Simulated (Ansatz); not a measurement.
HfIr3:
```cif
data_HfIr3
_chemical_formula_sum 'Hf1 Ir3'
_space_group_name_H-M_alt 'Pm-3m'
_space_group_IT_number 221
_space_group_name_Hall '-P 4 2 3'
_cell_length_a 3.94204
_cell_length_b 3.94204
_cell_length_c 3.94204
_cell_angle_alpha 90.000
_cell_angle_beta 90.000
_cell_angle_gamma 90.000
loop_
_atom_site_label
_atom_site_type_symbol
_atom_site_symmetry_multiplicity
_atom_site_Wyckoff_symbol
_atom_site_fract_x
_atom_site_fract_y
_atom_site_fract_z
_atom_site_occupancy
Hf1 Hf 1 a 0.00000 0.00000 0.00000 1
Ir1 Ir 3 c 0.00000 0.50000 0.50000 1
```

Relaxed with r²SCAN.

**Question.** Which orbitals make up the states near the Fermi level in the program Ansatz at the r²SCAN level (PAW)?

**Answer.** Within 0.5 eV of the Fermi level: Ir 5d 72 %, Hf 5d 13 %, Hf 6s 5 %, outside the projected shells 6 %. Projections are on Löwdin-orthogonalised atomic valence shells; empty p or d shells of many metals are not among them.

**Question.** Tabulate the density of states.

**Answer.** States/eV per cell of 4 atoms, in 0.25 eV bins, energy from the Fermi level.

```csv
E (eV),total,Ir 5d,Hf 5d,Ir 6s
-7.85,0.43,0.02,0.01,0.28
-7.60,0.50,0.04,0.02,0.32
-7.35,0.59,0.06,0.03,0.38
-7.10,0.77,0.12,0.04,0.48
-6.85,1.13,0.29,0.10,0.60
-6.60,1.81,0.71,0.26,0.72
-6.35,1.90,0.95,0.30,0.52
-6.10,3.05,1.67,0.45,0.64
-5.85,4.05,2.43,0.57,0.72
-5.60,5.00,3.41,0.65,0.63
-5.35,5.11,3.83,0.58,0.45
-5.10,4.80,3.85,0.49,0.26
-4.85,4.61,3.83,0.45,0.17
-4.60,4.03,3.34,0.40,0.12
-4.35,3.18,2.76,0.26,0.05
-4.10,3.96,3.40,0.33,0.10
-3.85,4.23,3.59,0.40,0.10
-3.60,4.59,3.97,0.38,0.12
-3.35,4.97,4.27,0.38,0.17
-3.10,5.52,4.66,0.39,0.28
-2.85,4.59,3.80,0.31,0.28
-2.60,4.08,3.32,0.28,0.27
-2.35,5.11,4.24,0.48,0.21
-2.10,8.02,6.72,0.79,0.27
-1.85,5.59,4.63,0.60,0.19
-1.60,4.36,3.61,0.44,0.15
-1.35,4.78,3.93,0.52,0.12
-1.10,6.49,5.52,0.56,0.13
-0.85,4.07,3.41,0.32,0.11
-0.60,3.55,2.70,0.41,0.12
-0.35,4.70,3.19,0.74,0.16
-0.10,3.11,2.34,0.34,0.09
0.15,2.11,1.59,0.20,0.07
0.40,1.41,1.07,0.13,0.05
0.65,1.21,0.98,0.09,0.03
0.90,1.42,1.23,0.08,0.03
1.15,1.98,1.80,0.08,0.03
1.40,1.86,1.72,0.07,0.02
1.65,1.04,0.95,0.05,0.01
1.90,0.61,0.51,0.03,0.02
2.15,0.17,0.09,0.03,0.01
2.40,0.71,0.23,0.32,0.04
2.65,2.18,0.74,0.93,0.24
2.90,3.76,1.35,1.65,0.42
3.15,5.85,2.09,2.95,0.51
3.40,4.11,1.62,1.79,0.46
3.65,5.71,2.09,2.91,0.40
3.90,5.27,1.88,2.71,0.42
4.15,2.25,0.51,1.40,0.19
4.40,1.43,0.25,0.92,0.14
4.65,1.39,0.25,0.89,0.11
```

The workflow started from a Materials Project entry (that database holds measured and hypothetical structures alike); the Crystallography Open Database files this formula in space group No. 221, but the cells were not matched. Whether it is the stable phase at ambient conditions was not checked. The cell was relaxed with r²SCAN under the symmetry of its start; its stability against distortions is not shown here. The run is not spin-polarised. Scalar-relativistic: spin–orbit coupling is off unless named, which matters more the heavier the elements.

Potentials: the later of the program's two PAW sets.
